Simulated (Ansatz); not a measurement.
**Pd**

```yaml
crystal:
  lattice:
    - [0.00000, 1.94490, 1.94490]
    - [1.94490, 0.00000, 1.94490]
    - [1.94490, 1.94490, 0.00000]
  atoms:
    - { symbol: Pd, position: [0.00000, 0.00000, 0.00000] }
```

The geometry is COD entry 9008478, unchecked; take it as a test cell.

Spin polarisation is left out, and whether a magnetic state lies lower isn't shown here.

Theory: Ansatz 0.2.0, DFT, LDA, all-electron LAPW, scalar-relativistic.

Sampling and basis: a Γ-centred 18×18×18 k mesh, Fermi–Dirac smearing of 0.05 eV, basis error target 0.25 meV/atom, no spin polarisation.

```yaml
Density_of_states_at_the_Fermi_level_0.2_eV_bin: 2.36 states/eV per cell
Volume_per_atom: 14.71 Å³
```

Q: Predict this quantity. Pressure at this cell.

A: -8.05 GPa.

Q: Band gap: what does the calculation give?

A: none: bands cross the Fermi level, a metal.
